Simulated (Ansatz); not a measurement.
Molecular dynamics on a 2×2×2 supercell (24 atoms) of Be2Sn (antifluorite), relaxed with r2SCAN. Forces come from PBEsol in the PAW code Ansatz: a Nosé-Hoover thermostat at fixed volume, 100 K, steps of 1.5 fs. Computed, non-magnetic; the trajectory is short and the cell small, so nothing here is a converged average. The structure comes from a prototype and may be hypothetical.

```yaml
crystal:
  lattice:
    - [0.0, 5.803131113, 5.803131113]
    - [5.803131113, 0.0, 5.803131113]
    - [5.803131113, 5.803131113, 0.0]
  atoms:
    - { symbol: Sn, position: [0.0, 0.0, 0.0] }
    - { symbol: Be, position: [0.125, 0.125, 0.125] }
    - { symbol: Be, position: [0.375, 0.375, 0.375] }
    - { symbol: Sn, position: [0.0, 0.0, 0.5] }
    - { symbol: Be, position: [0.125, 0.125, 0.625] }
    - { symbol: Be, position: [0.375, 0.375, 0.875] }
    - { symbol: Sn, position: [0.0, 0.5, 0.0] }
    - { symbol: Be, position: [0.125, 0.625, 0.125] }
    - { symbol: Be, position: [0.375, 0.875, 0.375] }
    - { symbol: Sn, position: [0.0, 0.5, 0.5] }
    - { symbol: Be, position: [0.125, 0.625, 0.625] }
    - { symbol: Be, position: [0.375, 0.875, 0.875] }
    - { symbol: Sn, position: [0.5, 0.0, 0.0] }
    - { symbol: Be, position: [0.625, 0.125, 0.125] }
    - { symbol: Be, position: [0.875, 0.375, 0.375] }
    - { symbol: Sn, position: [0.5, 0.0, 0.5] }
    - { symbol: Be, position: [0.625, 0.125, 0.625] }
    - { symbol: Be, position: [0.875, 0.375, 0.875] }
    - { symbol: Sn, position: [0.5, 0.5, 0.0] }
    - { symbol: Be, position: [0.625, 0.625, 0.125] }
    - { symbol: Be, position: [0.875, 0.875, 0.375] }
    - { symbol: Sn, position: [0.5, 0.5, 0.5] }
    - { symbol: Be, position: [0.625, 0.625, 0.625] }
    - { symbol: Be, position: [0.875, 0.875, 0.875] }
kpoints:
  mp_grid: { grid: [2, 2, 2] }
hamiltonian:
  xc: pbesol
scf:
  occupations: { method: fermi_dirac, width: 0.02 }
md:
  ensemble: nvt_nose_hoover
  temperature: 100
  timestep: 1.5
  n_steps: 30
  initial_velocities: maxwell_boltzmann
  seed: 8084
```

Run as `ansatz run input.yaml --threads 4 --pin off --max-ram 3686MiB --backend cpu --events-out ev --progress --plain --runs-dir out`. It took 2.6 min on 4 threads of Arm Neoverse N1 (shared host), load about 0.9 per core; peak host memory 1.4 GiB.

```
step  t (fs)  T (K)  free energy F from step 0 (meV/atom)  kinetic energy (meV/atom)  largest force (eV/Å)
   0       0    100                                   0.0                       12.4                  0.00
   1     1.5     99                                   0.1                       12.3                  0.06
   2       3     97                                   0.3                       12.1                  0.12
   3     4.5     94                                   0.7                       11.7                  0.18
   4       6     90                                   1.3                       11.1                  0.24
   5     7.5     85                                   1.9                       10.5                  0.30
   6       9     79                                   2.6                        9.8                  0.35
   7    10.5     73                                   3.4                        9.0                  0.39
   8      12     66                                   4.2                        8.2                  0.44
   9    13.5     60                                   4.9                        7.5                  0.47
  10      15     55                                   5.7                        6.8                  0.51
  11    16.5     50                                   6.3                        6.1                  0.54
  12      18     46                                   6.8                        5.7                  0.57
  13    19.5     43                                   7.2                        5.3                  0.59
  14      21     41                                   7.4                        5.1                  0.62
  15    22.5     41                                   7.4                        5.1                  0.63
  16      24     42                                   7.3                        5.2                  0.64
  17    25.5     44                                   7.0                        5.5                  0.65
  18      27     48                                   6.6                        5.9                  0.64
  19    28.5     53                                   6.0                        6.5                  0.64
  20      30     58                                   5.3                        7.2                  0.63
  21    31.5     65                                   4.6                        8.0                  0.61
  22      33     71                                   3.8                        8.8                  0.59
  23    34.5     78                                   2.9                        9.7                  0.57
  24      36     85                                   2.1                       10.5                  0.54
  25    37.5     92                                   1.4                       11.3                  0.51
  26      39     98                                   0.6                       12.1                  0.48
  27    40.5    103                                   0.0                       12.8                  0.45
  28      42    108                                  -0.5                       13.3                  0.42
  29    43.5    111                                  -0.9                       13.8                  0.39
  30      45    114                                  -1.2                       14.1                  0.37
```

The temperature starts at 100 K, is lowest at step 15 (41 K, 22.5 fs) and ends at 114 K. The atoms start on their lattice sites with kinetic energy alone, so much of it first passes into potential energy. By the last step the atoms have moved 0.08 Å in the root mean square, the drift of the whole cell taken out, 0.14 Å at most.

Positions (Å) and forces (eV/Å) at step 30:
```
Sn  -0.037  -0.026   0.039     0.258  -0.112   0.017
Be   1.429   1.465   1.459    -0.033  -0.132   0.080
Be   4.293   4.460   4.349     0.009   0.058  -0.036
Sn   2.901   2.854   0.011     0.232  -0.205   0.067
Be   4.261   4.396   1.486    -0.068  -0.047  -0.006
Be   7.274   7.250   4.321     0.075  -0.012  -0.071
Sn   2.953  -0.006   2.873    -0.094   0.058  -0.124
Be   4.412   1.434   4.335    -0.002  -0.087  -0.037
Be   7.253   4.269   7.257     0.075   0.069   0.047
Sn   5.778   2.968   2.909    -0.121   0.231   0.093
Be   7.360   4.317   4.343    -0.057   0.115  -0.046
Be  10.155   7.256   7.274    -0.032  -0.089   0.016
Sn  -0.022   2.886   2.907    -0.087   0.079   0.295
Be   1.440   4.315   4.379     0.024   0.099  -0.020
Be   4.446   7.235   7.233    -0.037   0.038   0.080
Sn   2.823   5.857   2.886    -0.334   0.087   0.124
Be   4.369   7.186   4.374    -0.016  -0.049  -0.059
Be   7.294  10.109   7.226     0.057   0.062   0.031
Sn   2.946   2.882   5.781     0.106   0.060  -0.190
Be   4.408   4.351   7.213    -0.081   0.014   0.012
Be   7.155   7.291  10.192    -0.045  -0.051  -0.046
Sn   5.868   5.797   5.806     0.230  -0.192  -0.188
Be   7.212   7.380   7.224    -0.045  -0.033   0.082
Be  10.122  10.141  10.206    -0.014   0.038  -0.121
```
